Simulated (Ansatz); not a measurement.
Problem. La (dhcp (α-La type), P6_3/mmc) is relaxed with PBE (plane waves, PAW; program Ansatz). What lattice parameters of the conventional cell result?

Solution. a = 3.764 Å, c = 12.099 Å.

Symmetry was held in the PBE relaxation. Axis ratios of metals converge slowly with the k-mesh, so a and c are less sure than the volume. Spin–orbit coupling is left out wherever it is not named.

Potentials: the later of the program's two PAW sets.
